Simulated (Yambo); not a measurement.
G0W0@PBEsol for HfS$_{2}$ (CdI2 type, space group P-3m1, No. 164) in Yambo. Reference settings: 6×6×2 Γ-centred k mesh, bands 2 to 157 and a 10 Ry block in the screening, 157 bands in G with the Bruneval-Gonze terminator, plasmon pole fitted at 27.2 eV. The PBEsol gap Γ → L on this mesh is 1.15 eV; G0W0 gaps are taken between the same points.

Gap (Γ → L) in eV against the number of bands and the screening block, terminator on:

| bands (W and G) | 2 Ry | 4 Ry | 6 Ry | 8 Ry | 10 Ry |
|---|---|---|---|---|---|
| 33 | 2.310 | 2.346 | 2.403 | 2.412 | 2.427 |
| 54 | 2.208 | 2.261 | 2.350 | 2.365 | 2.391 |
| 84 | 2.162 | 2.220 | 2.328 | 2.350 | 2.383 |
| 120 | 2.148 | 2.200 | 2.315 | 2.342 | 2.380 |
| 157 | 2.143 | 2.192 | 2.308 | 2.338 | 2.380 |

Rough cost of the Yambo step against the reference (shared machines):

| bands (W and G) | 2 Ry | 4 Ry | 6 Ry | 8 Ry | 10 Ry |
|---|---|---|---|---|---|
| 33 | 1/9 | 1/9 | 1/7 | 1/6 | 1/4 |
| 54 | 1/7 | 1/6 | 1/5 | 1/4 | 1/3 |
| 84 | 1/5 | 1/4 | 1/3 | 1/2 | ~1 |
| 120 | 1/3 | 1/3 | 1/2 | ~1 | ~1 |
| 157 | 1/3 | 1/2 | ~1 | ~1 | 1 |

At the largest block the last step in bands moves the gap by 0.000 eV; at the most bands the last step in the block moves it by 0.042 eV.

Without spin-orbit coupling, band edges of such heavy elements can be off by tenths of an eV.

Geometry of the Materials Project entry, not relaxed at this level; primitive cell a = 3.6397 Å, b = 3.6397 Å, c = 6.0556 Å, α = 90.00°, β = 90.00°, γ = 120.00°.

The distance between layers or molecules is the database entry's, not relaxed here. Functionals without dispersion can leave it too large, which widens gaps and weakens the response across layers: the numbers belong to this cell.
